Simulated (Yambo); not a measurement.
G0W0@PBEsol for AlClO (space group Pmmn, No. 59) in Yambo. Reference settings: 4×4×2 Γ-centred k mesh, 165 bands and a 8 Ry block in the screening, 165 bands in G with the Bruneval-Gonze terminator, plasmon pole fitted at 27.2 eV. The PBEsol gap (-0.5, 0, 0) → Γ on this mesh is 5.67 eV; G0W0 gaps are taken between the same points.

The settings were changed. The gap went from 8.54 eV to 8.18 eV, and the shift of the valence edge from -1.92 eV to -1.58 eV.

Task: Name the change that produced these shifts.
A) no random integration
B) 60 bands in G
C) 3 Ry block
D) 105 bands in W, 105 bands in G

Result: C, 3 Ry block. The others gave (gap, valence shift): 105 bands in W, 105 bands in G: 8.54, -1.84 eV; 60 bands in G: 8.53, -1.87 eV; no random integration: 8.47, -1.75 eV.

Geometry relaxed with PBE+D3(BJ); primitive cell a = 3.1473 Å, b = 3.6333 Å, c = 7.8451 Å, α = 90.00°, β = 90.00°, γ = 90.00°.

A shift is the quasiparticle energy of the state minus its PBEsol energy.
